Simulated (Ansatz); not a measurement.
GaSb:
```yaml
crystal:
  lattice:
    - [0.00000, 2.89887, 2.89887]
    - [2.89887, 0.00000, 2.89887]
    - [2.89887, 2.89887, 0.00000]
  atoms:
    - { symbol: Sb, position: [0.00000, 0.00000, 0.00000] }
    - { symbol: Ga, position: [0.50000, 0.50000, 0.50000] }
```

Relaxed with PBE. Special points in fractions of this cell's reciprocal vectors: Γ (0.000, 0.000, 0.000); X (0.500, 0.000, 0.500); U (0.625, 0.250, 0.625); K (0.375, 0.375, 0.750); L (0.500, 0.500, 0.500); W (0.500, 0.250, 0.750).

Q: List the band energies nearest the Fermi level at these points for PBE in the plane-wave PAW code Ansatz.

A: In eV from the Fermi level; about four levels below and three above (degenerate sets whole), none deeper than 8.9 eV; points with the same levels are listed once.

```json
[
 {"k": "Γ", "below": "-0.29", "above": "0.14 0.14 0.14"},
 {"k": "X", "below": "-5.00 -3.97 -2.34 -2.34", "above": "3.06 8.77 8.77"},
 {"k": "U", "below": "-5.94 -4.47 -1.71 -0.72", "above": "5.35 6.09 7.06"},
 {"k": "L", "below": "-7.31", "above": "0.45 0.45 2.18 2.18"},
 {"k": "W", "below": "-8.53 -5.78 -3.98 -3.98", "above": "2.07 3.26 6.75 6.75"}
]
```

Space group Fm-3m (rock salt). A made-up cell: these elements were put on the sites of a structure type; neither database checked (COD, Materials Project) lists it. It is not the phase usual at ambient conditions (space group No. 216). Symmetry was held in the PBE relaxation; of distortions, only those at the zone centre were tested. Spin–orbit coupling is left out wherever it is not named.

Potentials: the later of the program's two PAW sets.
